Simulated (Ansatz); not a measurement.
LiNbO₃:
```yaml
crystal:
  lattice:
    - [2.60435, 1.50362, 4.73880]
    - [-2.60435, 1.50362, 4.73880]
    - [0.00000, -3.00724, 4.73880]
  atoms:
    - { symbol: Li, position: [0.35672, 0.35672, 0.35672] }
    - { symbol: Li, position: [0.64328, 0.64328, 0.64328] }
    - { symbol: Nb, position: [0.14372, 0.14372, 0.14372] }
    - { symbol: Nb, position: [0.85628, 0.85628, 0.85628] }
    - { symbol: O, position: [0.21555, 0.56175, 0.95604] }
    - { symbol: O, position: [0.78445, 0.43825, 0.04396] }
    - { symbol: O, position: [0.56175, 0.95604, 0.21555] }
    - { symbol: O, position: [0.43825, 0.04396, 0.78445] }
    - { symbol: O, position: [0.95604, 0.21555, 0.56175] }
    - { symbol: O, position: [0.04396, 0.78445, 0.43825] }
```

r²SCAN (plane waves, PAW; program Ansatz) gives a gap of 4.42 eV without spin–orbit coupling, maximum off the standard path, at k = (0.260, -0.219, 0.307) in fractions of the reciprocal vectors, minimum off the standard path, at k = (0.167, -0.302, -0.323) in fractions of the reciprocal vectors.

Problem. What happens when spin–orbit coupling is switched on?

Solution. The gap stays essentially unchanged, to 4.42 eV; maximum off the standard path, at k = (0.260, -0.219, 0.307) in fractions of the reciprocal vectors, minimum off the standard path, at k = (0.167, -0.302, -0.323) in fractions of the reciprocal vectors.

Problem. Give the electron effective mass with spin–orbit coupling.

Solution. 1.1, 4.4, 29 mₑ (principal values).

Problem. Give the hole effective mass with spin–orbit coupling.

Solution. 1.0, 2.2, 4.0 mₑ (principal values).

Space group R-3. The workflow started from a Materials Project entry (that database holds measured and hypothetical structures alike); the Crystallography Open Database files this formula in space group No. 148, but the cells were not matched. It is not the phase usual at ambient conditions (space group No. 161). The r²SCAN relaxation kept the symmetry of its start; whether a distortion lowers the energy is not shown. No spin polarisation was allowed.

Potentials: the earlier of the program's two PAW sets. The files were generated under PBE; for other functionals the program regenerates the frozen cores, and for LDA and PBEsol the local potential too.
